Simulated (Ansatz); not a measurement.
## Kick test of a cell of Al₂InN₃

The structure comes from a generated guess, relaxed at this level; another structure or a mixture of phases may lie lower.

Theory: DFT PBE, scalar-relativistic, plane waves, PAW in Ansatz. Plane waves to 420 eV, a k mesh through Γ of 12×12×4 on the computed 6-atom cell and Gaussian smearing (0.02 eV); no spin polarisation.

The cell below (6 atoms, space group P-3m1 (No. 164)) is relaxed within its symmetry.

```
Al In N
1.0
     3.02748    0.00000    0.00000
    -1.51374    2.62187    0.00000
     0.00000    0.00000    7.51861
Al In N
2 1 3
Cartesian
  0.0000 1.7479 4.9285
  1.5137 0.8740 2.5901
  0.0000 0.0000 0.0000
  0.0000 1.7479 1.4798
  1.5137 0.8740 6.0388
  0.0000 0.0000 3.7593
```

For the test a repeat of it with 12 atoms (edges 3.03, 5.24, 7.52 Å) was strained at random (σ = 1.5 % a component), the atoms were moved at random (σ = 0.10 Å), and all was relaxed again on a coarse 4×4×2 mesh (in the run’s order of axes) with 0.10 eV smearing, with no symmetry imposed.

Q: What happens?

A: It returns, within 1 meV/atom of the unmoved cell on that mesh and with the same symmetry when read at 0.1 Å (C2/m at 0.01 Å, so small strains and shifts remain). So it is stable against the distortions that fit this cell and that this random move excites. Modes that don't fit the cell aren't tested.
